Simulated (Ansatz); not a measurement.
Data:

S:
```yaml
crystal:
  lattice:
    - [0.00000, 7.73657, 12.38877]
    - [6.39657, 0.00000, 12.38877]
    - [6.39657, 7.73657, 0.00000]
  atoms:
    - { symbol: S, position: [0.88343, 0.78357, 0.74769] }
    - { symbol: S, position: [0.78357, 0.88343, 0.58531] }
    - { symbol: S, position: [0.58531, 0.74769, 0.78357] }
    - { symbol: S, position: [0.74769, 0.58531, 0.88343] }
    - { symbol: S, position: [0.36657, 0.46643, 0.50231] }
    - { symbol: S, position: [0.46643, 0.36657, 0.66469] }
    - { symbol: S, position: [0.66469, 0.50231, 0.46643] }
    - { symbol: S, position: [0.50231, 0.66469, 0.36657] }
    - { symbol: S, position: [0.83788, 0.93359, 0.84298] }
    - { symbol: S, position: [0.93359, 0.83788, 0.38556] }
    - { symbol: S, position: [0.38556, 0.84298, 0.93359] }
    - { symbol: S, position: [0.84298, 0.38556, 0.83788] }
    - { symbol: S, position: [0.41212, 0.31641, 0.40702] }
    - { symbol: S, position: [0.31641, 0.41212, 0.86444] }
    - { symbol: S, position: [0.86444, 0.40702, 0.31641] }
    - { symbol: S, position: [0.40702, 0.86444, 0.41212] }
    - { symbol: S, position: [0.01050, 0.90836, 0.75015] }
    - { symbol: S, position: [0.90836, 0.01050, 0.33098] }
    - { symbol: S, position: [0.33098, 0.75015, 0.90836] }
    - { symbol: S, position: [0.75015, 0.33098, 0.01050] }
    - { symbol: S, position: [0.23950, 0.34164, 0.49985] }
    - { symbol: S, position: [0.34164, 0.23950, 0.91902] }
    - { symbol: S, position: [0.91902, 0.49985, 0.34164] }
    - { symbol: S, position: [0.49985, 0.91902, 0.23950] }
    - { symbol: S, position: [0.96362, 0.05998, 0.58891] }
    - { symbol: S, position: [0.05998, 0.96362, 0.38749] }
    - { symbol: S, position: [0.38749, 0.58891, 0.05998] }
    - { symbol: S, position: [0.58891, 0.38749, 0.96362] }
    - { symbol: S, position: [0.28638, 0.19002, 0.66109] }
    - { symbol: S, position: [0.19002, 0.28638, 0.86251] }
    - { symbol: S, position: [0.86251, 0.66109, 0.19002] }
    - { symbol: S, position: [0.66109, 0.86251, 0.28638] }
```

This is the PBE-relaxed structure. Tensor components refer to the Cartesian frame of this cell.

**Question.** All from PBE in the plane-wave PAW code Ansatz, unless another level is named. Give the band gap.

**Answer.** 2.71 eV (indirect).

**Question.** Next, the smallest direct gap on the standard path?

**Answer.** 2.75 eV.

**Question.** Give the conduction-band minimum.

**Answer.** off the standard path, at k = (-0.083, 0.344, 0.271).

**Question.** Give the valence-band maximum.

**Answer.** at Γ.

Space group Fddd (α-S8). Symmetry was held in the PBE relaxation. The volume lies over 15 % above that of the usual cell of this phase: another minimum, or an error of the functional. A crystal of weakly bound molecules computed without a dispersion correction: the cell and the soft elastic constants depend strongly on that.

Potentials: the earlier of the program's two PAW sets.
